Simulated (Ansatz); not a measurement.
TiGa₂:
```cif
data_Ga16Ti8
_chemical_formula_sum 'Ga16 Ti8'
_space_group_name_H-M_alt 'Fddd :1'
_space_group_IT_number 70
_space_group_name_Hall 'F 2 2 -1d'
_cell_length_a 5.26153
_cell_length_b 8.19223
_cell_length_c 9.23817
_cell_angle_alpha 90.000
_cell_angle_beta 90.000
_cell_angle_gamma 90.000
loop_
_atom_site_label
_atom_site_type_symbol
_atom_site_symmetry_multiplicity
_atom_site_Wyckoff_symbol
_atom_site_fract_x
_atom_site_fract_y
_atom_site_fract_z
_atom_site_occupancy
Ga1 Ga 16 f 0.00000 0.16616 0.00000 1
Ti1 Ti 8 b 0.50000 0.50000 0.50000 1
```
(The calculation used a cell of 6 atoms; values per cell refer to that cell.)

Relaxed at zero pressure with the program Ansatz at the PBE level (PAW).

**Question.** The volume is raised by 6 % and shape and atoms relax at that volume. What pressure results, and how do the axes share the change?

**Answer.** -4.5 GPa; a 0.4 %, b 4.7 %, c 0.8 %; the energy rises by 15 meV/atom.

**Question.** Give the new structure.

**Answer.** 
Space group Fddd, origin choice 1 (No. 70); a = 5.2832 Å, b = 8.5805 Å, c = 9.3110 Å, α = 90.00°, β = 90.00°, γ = 90.00°

| atom | site | symmetry | x | y | z |
|---|---|---|---|---|---|
| Ga | 16f | .2. | 0.0000 | 0.1717 | 0.0000 |
| Ti | 8b | 222 | 0.5000 | 0.5000 | 0.5000 |

The phase is kept; no other phase was compared at this pressure.

The start of the workflow was typed in or built on a structure type; neither database checked (COD, Materials Project) lists it. Whether it is the stable phase at ambient conditions was not checked. The cell was relaxed with PBE under the symmetry of its start; its stability against distortions is not shown here. No spin polarisation was allowed. Axis ratios of metals converge slowly with the k-mesh, so a and c are less sure than the volume.

Potentials: the later of the program's two PAW sets.
